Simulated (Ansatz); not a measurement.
Cl:
```
CELL_PARAMETERS angstrom
      3.09372    -1.85644     0.00000
      3.09372     1.85644     0.00000
      0.00000     0.00000     7.79469
ATOMIC_POSITIONS crystal
  Cl 0.63750 0.36250 0.38651
  Cl 0.86250 0.13750 0.88651
  Cl 0.13750 0.86250 0.11349
  Cl 0.36250 0.63750 0.61349
```

Relaxed with LDA. Special points in fractions of this cell's reciprocal vectors: Γ (0.000, 0.000, 0.000); Y (0.500, 0.500, 0.000); F0 (0.340, 0.660, 0.000); Δ0 (-0.340, 0.340, 0.000); Z (0.000, 0.000, 0.500); B0 (-0.340, 0.340, 0.500); G0 (0.340, 0.660, 0.500); T (0.500, 0.500, 0.500); S (0.000, 0.500, 0.000); R (0.000, 0.500, 0.500).

Task: List the band energies nearest the valence-band maximum at these points for DFT-LDA in the program Ansatz with PAW potentials.

Result: In eV from the valence-band maximum; about four levels below and three above (degenerate sets whole), none deeper than 8.9 eV; points with the same levels are listed once.

```csv
k,below,above
Γ,-1.46 -0.73 -0.37 0.00,1.87 2.93 6.66
Y,-2.43 -1.70 -0.84 -0.42,1.86 2.68 7.17
F0,-1.91 -1.34 -0.96 -0.41,2.48 2.71 8.44
Z,-1.34 -1.34 -0.17 -0.17,2.27 2.27 7.04 7.04
B0,-1.07 -1.07 -0.62 -0.62,2.37 2.37 9.08 9.08
T,-1.51 -1.51 -1.32 -1.32,2.14 2.14 8.34 8.34
S,-1.60 -1.60 -0.69 -0.69,2.91 2.91 7.17 7.17
R,-1.02 -1.02 -0.15 -0.15,2.23 2.23 7.62 7.62
```

Space group Cmce (molecular I2 type). The LDA relaxation kept the symmetry of its start. The substance is a gas or liquid at ambient conditions; this is its low-temperature solid. The volume lies over 15 % below that of the usual cell of this phase: another minimum, or an error of the functional. A crystal of weakly bound units computed without a dispersion correction: the cell and the soft elastic constants depend strongly on that.

Potentials: the earlier of the program's two PAW sets.
